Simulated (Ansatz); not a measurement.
Level: r2SCAN, no spin polarisation; 500 eV; 8×8×5 Γ-centred mesh; fermi-dirac occupations (width 0.1 eV); Ansatz 0.2.0, fixed geometry.

Computed maps in the lattice plane spanned by a (left to right, 4.45 Å, 13 points from zero) and b (bottom to top, 5.85 Å, 18 points from zero), 68° apart, at height 0.750 along c. The fields are smooth PAW ones with compensation charges, not the true ones near nuclei.

Valence density. Digits on a logarithmic scale: 0 up to 0.03 e/Å³, each further digit a factor of 1.6, 9 from 1.3 e/Å³ up:
```
9996322222479
9999532222479
9999732222369
9999743333347
7998643333335
4666544444444
4444444555554
4444444579875
5444444699997
6555555699999
7555555579999
7555665568999
6555665555798
5445565544566
4444555544444
4434444443344
6543333333356
9864333333468
```

Question: The cell is YNiSb$_{2}$. Which atoms lie within 0.2 Å of this plane, and where (fractions of a and b)?

Answer: Ni at (0.79, 0.42), Y at (0.07, 0.86). The whole cell:
```
Sb Ni Y
1.0
     4.44967    0.00000    0.00000
     2.22484   -5.41264    0.00000
     0.00000    0.00000   -7.13068
Sb Ni Y
4 2 2
Direct
  0.35600 0.28800 0.94400
  0.64400 0.71200 0.44400
  0.64400 0.71200 0.05600
  0.35600 0.28800 0.55600
  0.79100 0.41800 0.75000
  0.20900 0.58200 0.25000
  0.07200 0.85600 0.75000
  0.92800 0.14400 0.25000
```

Origin: a known structure type with other elements, at an estimated volume, so it need not be a known compound. Caveats: no spin polarisation, so a magnetic state may lie lower.
